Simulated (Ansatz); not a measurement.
Relaxed-ion elastic tensor of CoGe (rock salt, space group No. 225) in GPa (Voigt order), DFT-PBE in the program Ansatz with PAW potentials; density 7.83 g/cm³, 13.96 Å³ per atom.

```
      1     2     3      4      5      6
-  ----  ----  ----  -----  -----  -----
1   245  86.6  86.6    0.0    0.0    0.0
2  86.6   245  86.6    0.0    0.0    0.0
3  86.6  86.6   245    0.0    0.0    0.0
4   0.0   0.0   0.0  -28.8    0.0    0.0
5   0.0   0.0   0.0    0.0  -28.8    0.0
6   0.0   0.0   0.0    0.0    0.0  -28.8
```

Problem. Is the crystal mechanically stable?

Solution. No: the smallest eigenvalue of C is -28.8 GPa.

Space group Fm-3m (rock salt). A made-up cell: these elements were put on the sites of a structure type; neither database checked (COD, Materials Project) lists it. Its standing as an ambient phase is unchecked. The cell was relaxed with PBE under the symmetry of its start. At this level the phase is mechanically unstable. The workflow began spin-polarised and lost its moments. As this level gives no gap, shear constants depend on the k-mesh and smearing (Fermi–Dirac, 0.1 eV here).

Potentials: the later of the program's two PAW sets.
